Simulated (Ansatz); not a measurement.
Os (hcp, Mg type), conventional cell a = 2.755 Å, b = 2.755 Å, c = 4.344 Å, α = 90.00°, β = 90.00°, γ = 120.00°. The calculation uses the primitive cell of 2 atoms, to which meshes and values per cell refer.

The relaxed cell is deformed in two ways at once: its volume V is scaled, and at that volume it is stretched along z (the c axis of the conventional cell) so that c/a changes. Fractional atomic positions are held.

Calculation: PBE (plane waves to 420 eV, PAW, scalar-relativistic; Ansatz, a program for electronic structure). k mesh 19×19×11 (Γ-centred), Fermi-Dirac smearing 0.05 eV. Compression counts positive. With partly filled bands, the response to shear is sensitive to the k mesh, so small differences along c/a are uncertain. Os is run without spin polarisation. Os was relaxed with its symmetry unable to fall. Spin-orbit coupling is left out, though Os is heavy. The last digit holds for this mesh only.

Changes of σxx (GPa) from the point V/V₀ = 1.000, (c/a)/(c/a)₀ = 1.000 when one coordinate moves alone (two changes are said to add if the coupling is within 5 % of the smaller one, nearly so within 20 %):

```
point                               change
----------------------------------  ------
V/V₀ = 1.000, (c/a)/(c/a)₀ = 0.960   -6.14
V/V₀ = 1.000, (c/a)/(c/a)₀ = 0.973   -4.34
V/V₀ = 1.000, (c/a)/(c/a)₀ = 0.987   -2.30
V/V₀ = 0.960, (c/a)/(c/a)₀ = 1.000   17.51
V/V₀ = 0.973, (c/a)/(c/a)₀ = 1.000   11.22
V/V₀ = 0.987, (c/a)/(c/a)₀ = 1.000    5.39
V/V₀ = 1.013, (c/a)/(c/a)₀ = 1.000   -4.99
V/V₀ = 1.027, (c/a)/(c/a)₀ = 1.000   -9.60
V/V₀ = 1.040, (c/a)/(c/a)₀ = 1.000  -13.87
V/V₀ = 1.000, (c/a)/(c/a)₀ = 1.013    2.46
V/V₀ = 1.000, (c/a)/(c/a)₀ = 1.027    4.99
V/V₀ = 1.000, (c/a)/(c/a)₀ = 1.040    7.64
```

Problem. What is the change at V/V₀ = 1.013, (c/a)/(c/a)₀ = 1.027, where both move, and how far is it from the sum?

Solution. The sum of the single changes is -4.99 + (4.99) = 0.00; the calculation gives -0.22, so they add (within 5 % of the smaller single change).

Problem. Do the two effects add at V/V₀ = 1.027, (c/a)/(c/a)₀ = 1.040? Give the computed change.

Solution. The sum of the single changes is -9.60 + (7.64) = -1.96; the calculation gives -2.63, so the coupling contributes -0.67 (under 20 % of the smaller single change, nearly additive).

Problem. What is the change at V/V₀ = 0.960, (c/a)/(c/a)₀ = 1.013, where both move, and how far is it from the sum?

Solution. The sum of the single changes is 17.51 + (2.46) = 19.97; the calculation gives 20.33, so the coupling contributes 0.36 (under 20 % of the smaller single change, nearly additive).

(Under strain, the slope of the energy per volume gives the stress and its curvature an elastic modulus.)
